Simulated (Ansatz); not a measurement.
Ag$_{5}$Pb$_{2}$O$_{6}$:
Space group P-31m (No. 162); a = b = 5.916 Å, c = 6.424 Å, α = β = 90.00°, γ = 120.00°

```tsv
atom	site	symmetry	x	y	z
Ag	2e	3.m	0.0000	0.0000	0.2206
Ag	3f	..2/m	0.0000	0.5000	0.0000
Pb	2d	3.2	0.3333	0.6667	0.5000
O	6k	..m	0.3750	0.3750	0.6942
```

Relaxed at zero pressure with the program Ansatz at the PBEsol level (PAW).

Question: The volume is raised by 6 % and shape and atoms relax at that volume. What pressure results, and how do the axes share the change?

Answer: -5.3 GPa; a 2.5 %, b 2.5 %, c 0.9 %; the energy rises by 16 meV/atom.

Question: Give the new structure.

Answer: 
Space group P-31m (No. 162); a = b = 6.065 Å, c = 6.480 Å, α = β = 90.00°, γ = 120.00°

| atom | site | symmetry | x | y | z |
|---|---|---|---|---|---|
| Ag | 2e | 3.m | 0.0000 | 0.0000 | 0.2290 |
| Ag | 3f | ..2/m | 0.0000 | 0.5000 | 0.0000 |
| Pb | 2d | 3.2 | 0.3333 | 0.6667 | 0.5000 |
| O | 6k | ..m | 0.3772 | 0.3772 | 0.6945 |

The phase is kept; no other phase was compared at this pressure.

The first step of the workflow began from a Materials Project structure, measured or hypothetical; the Crystallography Open Database files this formula in space group No. 162, but the cells were not matched. Whether it is the stable phase at ambient conditions was not checked. The cell was relaxed with PBEsol under the symmetry of its start; whether a distortion lowers the energy is not shown. No spin polarisation was allowed. Scalar-relativistic: spin–orbit coupling is off unless named, which matters more the heavier the elements.

Potentials: the later of the program's two PAW sets.
